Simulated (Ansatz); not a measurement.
## Every step of a relaxation of zincblende GaN (110), 3 layers

DFT, LDA, PAW with Ansatz's default frozen-core files, scalar-relativistic (Ansatz 0.2.0); a Γ-centred 8×6×1 k mesh, Fermi–Dirac smearing of 0.02 eV, no spin polarisation. The run relaxes the atoms in the fixed cell.

Command: `ansatz run input.yaml --threads 2 --pin off --max-ram 4096MiB --backend cpu --events-out ev --progress --plain --runs-dir out` It took 51 s on 2 threads of Intel(R) Xeon(R) Platinum 8375C CPU @ 2.90GHz (Ice Lake), with other jobs on the host, peak memory 0.53 GiB.

```yaml
crystal:
  lattice:
    - [3.1502581348, 0.0, 0.0]
    - [0.0, 4.4551377792, 0.0]
    - [0.0, 0.0, 19.1503]
  atoms:
    - { symbol: Ga, position: [0.25, 0.125, 0.4177491179] }
    - { symbol: "N", position: [0.75, 0.875, 0.4177491179] }
    - { symbol: Ga, position: [0.75, 0.625, 0.5] }
    - { symbol: "N", position: [0.25, 0.375, 0.5] }
    - { symbol: Ga, position: [0.25, 0.125, 0.5822508821] }
    - { symbol: "N", position: [0.75, 0.875, 0.5822508821] }
kpoints:
  mp_grid: { grid: [8, 6, 1] }
scf:
  occupations: { method: fermi_dirac, width: 0.02 }
hamiltonian:
  xc: lda
  pseudopotentials: { kind: paw }
output:
  forces: true
  stress: true
  eigenvalues: true
  write_density: true
  write_potential: true
  elf: true
  volumetric_format: npy
relax:
  f_tol: 0.01
  max_steps: 40
efield:
  axis: 3
  amplitude: 0
  dipole_correction: true
```

Each step lists its free energy a cell above the last geometry, and Cartesian positions (Å) with forces (eV/Å).

The first step:

```
step 1  dF = 840.50 meV
  Ga 0.7876 0.5569 8.0000   0.0000 -2.6705 1.2067
  N 2.3627 3.8982 8.0000   0.0000 1.7302 -0.9445
  Ga 2.3627 2.7845 9.5752   0.0000 0.8480 0.0000
  N 0.7876 1.6707 9.5752   0.0000 1.0326 0.0000
  Ga 0.7876 0.5569 11.1503   0.0000 -2.6705 -1.2067
  N 2.3627 3.8982 11.1503   0.0000 1.7302 0.9445
```

The PAW files were made under PBE.

Q: Where does the relaxation end, and by which steps?

A: After 6 geometries, with a shortest distance of 1.825 Å. The further steps:
```
step 2  dF = 149.09 meV
  Ga 0.7876 0.4612 8.1336   0.0000 -1.0948 0.0584
  N 2.3627 3.8984 7.9373   0.0000 1.2712 -0.0310
  Ga 2.3627 2.8798 9.5752   0.0000 -0.3087 0.0000
  N 0.7876 1.7664 9.5752   0.0000 -0.0436 -0.0001
  Ga 0.7876 0.4612 11.0167   0.0000 -1.0948 -0.0583
  N 2.3627 3.8984 11.2130   0.0000 1.2711 0.0310
step 3  dF = 21.52 meV
  Ga 0.7876 0.4278 8.1450   0.0000 -0.3400 -0.0423
  N 2.3627 3.9540 7.9304   0.0000 0.1966 0.2620
  Ga 2.3627 2.8605 9.5752   0.0000 -0.1482 0.0000
  N 0.7876 1.7413 9.5751   0.0000 0.4352 0.0001
  Ga 0.7876 0.4278 11.0053   0.0000 -0.3400 0.0422
  N 2.3627 3.9540 11.2199   0.0000 0.1967 -0.2620
step 4  dF = 5.28 meV
  Ga 0.7876 0.4102 8.1695   0.0000 0.0546 -0.0958
  N 2.3627 3.9670 7.9763   0.0000 0.0196 -0.1357
  Ga 2.3627 2.8559 9.5751   0.0000 -0.3617 0.0001
  N 0.7876 1.7551 9.5752   0.0000 0.2135 -0.0001
  Ga 0.7876 0.4102 10.9808   0.0000 0.0545 0.0959
  N 2.3627 3.9670 11.1740   0.0000 0.0196 0.1356
step 5  dF = 0.05 meV
  Ga 0.7876 0.4128 8.1600   0.0000 0.0069 -0.0104
  N 2.3627 3.9673 7.9646   0.0000 -0.0005 0.0029
  Ga 2.3627 2.8457 9.5751   0.0000 -0.0364 0.0000
  N 0.7876 1.7594 9.5752   0.0000 0.0238 0.0000
  Ga 0.7876 0.4128 10.9903   0.0000 0.0069 0.0104
  N 2.3627 3.9673 11.1857   0.0000 -0.0005 -0.0029
step 6  dF = 0.00 meV
  Ga 0.7876 0.4132 8.1593   0.0000 0.0006 0.0001
  N 2.3627 3.9675 7.9652   0.0000 -0.0007 -0.0003
  Ga 2.3627 2.8441 9.5752   0.0000 -0.0002 0.0000
  N 0.7876 1.7600 9.5751   0.0000 0.0005 0.0000
  Ga 0.7876 0.4132 10.9911   0.0000 0.0006 -0.0001
  N 2.3627 3.9675 11.1851   0.0000 -0.0007 0.0003
```
